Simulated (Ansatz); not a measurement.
## LaLu2N3 (P-4m2)

Level of theory: DFT PBE, scalar-relativistic, plane waves, PAW (Ansatz 0.2.0).

Cutoff 420 eV; k points 12×12×4 on the computed 6-atom cell (Γ-centred); Gaussian smearing, width 0.10 eV; no spin polarisation.

The structure is relaxed at this level of theory with its symmetry kept, and needn't be the ground state of this composition.

Space group P-4m2 (No. 115). a = 3.402 Å, b = 3.402 Å, c = 9.477 Å, α = 90.00°, β = 90.00°, γ = 90.00°
| atom | site | symmetry | x | y | z |
| --- | --- | --- | --- | --- | --- |
| La | 1a | -4m2 | 0.0000 | 0.0000 | 0.0000 |
| Lu | 2g | 2mm. | 0.0000 | 0.5000 | 0.6198 |
| N | 1b | -4m2 | 0.5000 | 0.5000 | 0.0000 |
| N | 2g | 2mm. | 0.0000 | 0.5000 | 0.3847 |

(1) Formation energy from the elements' standard states (uncorrected)?

(2) Kohn–Sham band gap?

(3) Density of states at the Fermi level?

(4) Orbital (Löwdin) character within 0.5 eV of the Fermi level?

(5) Bader charge by site (e)?

Spin-orbit coupling is left out, which matters for the bands of heavy elements.

## Answers

(1) -1.116 eV/atom.

(2) none (metal).

(3) 1.0 states/eV per cell.

(4) N 2p 36 %, La 5d 21 %, Lu 5d 18 %, La 6s 9 %.

(5) La (1 in the cell) 1.69, Lu (2 in the cell) 1.83, N (1 in the cell) -1.65, N (2 in the cell) -1.84.

The cell was found from a structure generator's guess, not taken from experiment. Löwdin shares on free-atom orbitals overweight diffuse shells.
